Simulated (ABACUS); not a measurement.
A self-consistent single point of Sn (Fd-3m, 2 atoms in the cell; from Materials Project mp-117, changed as shown) with ABACUS.

Computed with LDA (PW92), PseudoDojo 0.4 standard norm-conserving LDA (tails mended) pseudopotentials (plane waves; ABACUS).

The change in words: volume scaled by 0.98. Reference geometry (Fd-3m):
```yaml
crystal:
  lattice:
    - [0.00000, 3.32309, 3.32309]
    - [3.32309, 0.00000, 3.32309]
    - [3.32309, 3.32309, 0.00000]
  atoms:
    - { symbol: Sn, position: [0.00000, 0.00000, 0.00000] }
    - { symbol: Sn, position: [0.25000, 0.25000, 0.25000] }
```

Reference input (self-consistent single point, DFT, LDA (PW92), plane waves, PseudoDojo 0.4 standard norm-conserving LDA (tails mended) pseudopotentials): KPT = Gamma 12 12 12 0 0 0; basis_type = pw; dft_functional = PWLDA; ecutwfc = 72 Ry; smearing_method = mv; smearing_sigma = 0.00367493 Ry; potentials = PseudoDojo 0.4 standard norm-conserving LDA (tails mended); symmetry = 1; ks_solver = dav; scf_nmax = 100; scf_thr = 1.0e-09 Ry; mixing_type = broyden. This run's input differs from it in these lines:

```diff
@@ -26,5 +26,5 @@
 LATTICE_VECTORS
-   0.0000000000    6.2797318772    6.2797318772
-   6.2797318772    0.0000000000    6.2797318772
-   6.2797318772    6.2797318772    0.0000000000
+   0.0000000000    6.2375815360    6.2375815360
+   6.2375815360    0.0000000000    6.2375815360
+   6.2375815360    6.2375815360    0.0000000000
```

The program printed (abridged):

```
 SELF-CONSISTENT
 -------------------------------------------
                                 init_chg = atomic

 PW ALGORITHM --------------- ION=   1  ELEC=   1--------------------------------

 Notice: Threshold on eigenvalues was too large.

 Density error is 0.0237133463873
                          Error Threshold = 8.41507330376e-05
 E_KohnSham     -314.3140217249      -4276.4616567549
 E_Fermi        0.5026654302         6.8391140387

 PW ALGORITHM --------------- ION=   1  ELEC=   2--------------------------------

 Density error is 0.00831942484217
                          Error Threshold = 8.46905228116e-05
   [... lines left out ...]

 Density error is 1.47082607402e-09
                          Error Threshold = 5.75149403265e-12
 E_KohnSham     -314.3121653615      -4276.4363996344
 E_Fermi        0.5187646795         7.0581555627

 PW ALGORITHM --------------- ION=   1  ELEC=  10--------------------------------

 Density error is 1.94296041243e-11
                          Error Threshold = 5.25295026437e-12
 E_KohnSham     -314.3121653617      -4276.4363996374
 E_KS(sigma->0) -314.3121533618      -4276.4362363707
 E_entropy(-TS) -0.0000239998        -0.0003265334
 E_Fermi        0.5187620643         7.0581199807
 charge density convergence is achieved
 final etot is -4276.4363996 eV
 EFERMI = 7.0581199807 eV

 STATE ENERGY(eV) AND OCCUPATIONS    NSPIN == 1
   [... 21 lines left out ...]

 TOTAL-FORCE (eV/Angstrom)
                       Sn1         0.0000000000         0.0000000000         0.0000000000
                       Sn2         0.0000000000         0.0000000000         0.0000000000

 TOTAL-STRESS (KBAR)
       -23.0022368916         0.0000000000         0.0000000000
         0.0000000000       -23.0022368916        -0.0000000000
         0.0000000000        -0.0000000000       -23.0022368916
 TOTAL-PRESSURE: -23.002237 KBAR

 --------------------------------------------
 !FINAL_ETOT_IS -4276.4363996374186172 eV
 --------------------------------------------
```

The run converged in 10 iterations. Against the reference run the free energy drops by 12.0 meV/atom and the pressure goes from -2.93 to -2.30 GPa.

The structure comes from a collection of computed structures, made at another level of theory; the collection holds predicted forms beside known ones. Its lattice was then scaled.

Cost on one core: roughly 2.6 core-minutes.

“Tails mended”: in these copies of the files the far tail of each local potential was reset to the Coulomb form.
